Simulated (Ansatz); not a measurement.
Method: DFT PBEsol, scalar-relativistic, plane waves, PAW (Ansatz).

Settings: cutoff 420 eV, Γ-centred mesh 10×10×10 on the computed 2-atom cell, Gaussian smearing of 0.02 eV; no spin polarisation.

Structure with the computed forces (eV/Å) in the last three columns:

```xyz
2
Lattice="-1.6325 1.6325 2.0484 1.6325 -1.6325 2.0484 1.6325 1.6325 -2.0484" Properties=species:S:1:pos:R:3:forces:R:3 pbc="T T T" pressure_GPa=-13.65
H     0.0000    0.0000    3.4787    0.0000    0.0000    4.2590
H     0.0000    0.0000    0.6180    0.0000    0.0000   -4.2590
```

Stress tensor (GPa, compression positive):

```
 -0.97   0.00   0.00
  0.00  -0.97   0.00
  0.00   0.00 -39.03
```

The cell holds molecules, and where no dispersion correction was added their binding is poorly described.